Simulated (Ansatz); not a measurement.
Calculated with Ansatz: Ba3BrO, settings compared

input.yaml:

```yaml
crystal:
  lattice:
    - [5.24344, 0.0, 0.0]
    - [0.0, 5.24344, 0.0]
    - [0.0, 0.0, 5.24344]
  atoms:
    - { symbol: Ba, position: [0.5, 0.0, 0.5] }
    - { symbol: Ba, position: [0.0, 0.5, 0.5] }
    - { symbol: Ba, position: [0.5, 0.5, 0.0] }
    - { symbol: O, position: [0.5, 0.5, 0.5] }
    - { symbol: Br, position: [0.0, 0.0, 0.0] }
  symmetry: { tolerance: 0.0003 }
kpoints:
  mp_grid: { grid: [4, 4, 4], shift: [0, 0, 0] }
magnetization:
  spin_polarized: false
scf:
  occupations: { method: fermi_dirac }
hamiltonian:
  pseudopotentials: { kind: paw }
  xc: pbe
basis:
  ecutwfc: 420
output:
  forces: true
  stress: true
  eigenvalues: true
  write_density: true
  write_potential: true
  elf: true
  volumetric_format: npy
```

Launch command:

```bash
ansatz run input.yaml --threads 1 --pin off --max-ram 2560MiB --backend cpu --events-out ev --progress --plain --runs-dir out
```

Origin of the cell: a known structure type with other elements, at an estimated volume, so it need not be a known compound.

The smearing width isn't typed, so it takes its default of 0.1 eV.

Output of this run (shortened):

```
Pseudopotentials: kind: paw
Pseudopotential: Ba, paw, valence charge 10, recommended cutoff 420 eV (normal), Ba.paw.azcp
Pseudopotential: O, paw, valence charge 6, recommended cutoff 420 eV (normal), O.paw.azcp
Pseudopotential: Br, paw, valence charge 7, recommended cutoff 420 eV (normal), Br.paw.azcp
Functional definition: PBE
  exchange = pbe_x(kappa = kappa, mu = beta*pi^2/3)
  correlation = pbe_c(beta = beta)
Crystal: 5 atoms, lattice volume = 144.161 Å³
Basis set: ecut = 420 eV, 2801 PW (Γ), exchange–correlation on 72×72×72 points (8 copies of the dense FFT grid, shifted against one another)
Bands: 27, of which v1, the nominal top of the filled ones, is band 22 counted from 1 (21 counted from 0)
Symmetry: 48 space group operations
Space group: Pm-3m (ITA 221), of the structure as read, at distance tolerance 1.6e-3 Å
[… 7 lines left out …]
Initial density: superposition of atomic densities (neutral atoms: chi_scale 0, normalization atom), corrected by the library's trained network
Functional: x = pbe(κ = 0.804, μ = 0.219515), c = pbe(β = 0.066725)
SCF iter   1: F=—  HF=-21203.058796 eV  Δρ=3.92e-3  dr2=4.99e-2
SCF iter   2: F=—  HF=-21203.050758 eV  Δρ=2.19e-3  dr2=1.29e-2
SCF iter   3: F=—  HF=-21203.048768 eV  Δρ=1.07e-3  dr2=6.31e-3
SCF iter   4: F=—  HF=-21203.047236 eV  Δρ=3.07e-4  dr2=1.08e-4
SCF iter   5: F=—  HF=-21203.047254 eV  Δρ=5.88e-5  dr2=1.41e-5
SCF iter   6: F=—  HF=-21203.047211 eV  Δρ=2.77e-5  dr2=2.41e-6
SCF iter   7: F=—  HF=-21203.047211 eV  Δρ=9.13e-6  dr2=1.33e-7
SCF iter   8: F=-21203.047211 eV  HF=-21203.047211 eV  Δρ=1.55e-6  dr2=4.66e-9
SCF 1 converged in 8 iterations: F = -21203.047211 eV  dr2 = 4.66e-9
SCF converged after 8 iterations
Free energy (F): -21203.047211 eV
Harris-Foulkes:  -21203.047211 eV  (|F-HF|=8.40e-10)
Internal energy: -21202.857862 eV  (E = F + TS)
E sigma→0 (E₀):  -21202.952537 eV
Entropy (-TS):   -0.189348 eV (-37.870 meV/atom)
Fermi energy:    10.863573 eV
--- Per-component energies (eV) ---
  E_band       = -89.046705
  E_kinetic    = 823.823873
  E_local      = -1427.006310  (includes V_loc(G=0)·N_el)
  E_nonlocal   = 291.379201
  E_hartree    = 494.386851
  E_xc         = -846.756084
  E_vxc        = -610.952805  (∫ρ·V_xc dr)
  E_paw        = -18082.976051  (= ΣΔE_a)
  E_vpaw       = -155.066803  (= ΣTr[D̂ρ^β])
  E_aug_tail   = 0.002391  (compensation charges beyond the density's cutoff)
  E_ewald      = -2455.711733
  E_smearing   = -0.189348  (= −TS)
  Σ components = -21203.047211   (vs F -21203.047211, Δ=0.00e0)
--- Forces (eV/Å), atoms counted from 1 ---
  atom   1  Ba     0.000000    -0.000000    -0.000000
  atom   2  Ba     0.000000     0.000000    -0.000000
  atom   3  Ba     0.000000    -0.000000     0.000000
  atom   4  O      0.000000    -0.000000    -0.000000
  atom   5  Br    -0.000000     0.000000     0.000000
  max |Σ_I F_I| component: 0.0 eV/Å
--- Stress (GPa, compression-positive) ---
        4.721911       0.000000       0.000000
        0.000000       4.721911       0.000000
        0.000000       0.000000       4.721911
  P = ⅓ Tr σ = 4.7219 GPa (47.219 kbar)
```

The same input was run again with these changes:

1. `kpoints.mp_grid.grid` [4, 4, 4] → [3, 3, 3]
2. `kpoints.mp_grid.grid` [4, 4, 4] → [3, 3, 3]
3. `scf.occupations.width` default → 0.05; `scf.n_extra_bands` default → 16; `scf.algorithm` default → density_mixing
4. `scf.max_iter` default → 3

```json
{"run": "base", "end": "converged", "SCF iterations": "8", "P (GPa)": "4.72", "max force component (eV/Å)": "0.000", "moment (μB)": "–", "ΔE(σ→0) (meV/atom)": "0"}
{"run": "1", "end": "converged", "SCF iterations": "8", "P (GPa)": "5.04", "max force component (eV/Å)": "0.000", "moment (μB)": "–", "ΔE(σ→0) (meV/atom)": "12.41"}
{"run": "2", "end": "converged", "SCF iterations": "8", "P (GPa)": "5.04", "max force component (eV/Å)": "0.000", "moment (μB)": "–", "ΔE(σ→0) (meV/atom)": "12.41"}
{"run": "3", "end": "converged", "SCF iterations": "7", "P (GPa)": "4.74", "max force component (eV/Å)": "0.000", "moment (μB)": "–", "ΔE(σ→0) (meV/atom)": "1.17"}
{"run": "4", "end": "SCF not converged", "SCF iterations": "3", "P (GPa)": "–", "max force component (eV/Å)": "–", "moment (μB)": "–", "ΔE(σ→0) (meV/atom)": "–"}
```

Energies are compared only where functional, datasets, charge and starting cell are the same.

Not properties of the system: run 1 (too coarse or loose: `kpoints.mp_grid.grid` = [3, 3, 3]), run 2 (too coarse or loose: `kpoints.mp_grid.grid` = [3, 3, 3]).

Caveats of the base run: no moments, though an odd count or open d shells may carry them; the k mesh is coarse if the cell is a metal.

The base run took 3.8 s on 1 thread of Arm Neoverse V1, on a shared host, peak memory 0.37 GiB, from the program's own first density.
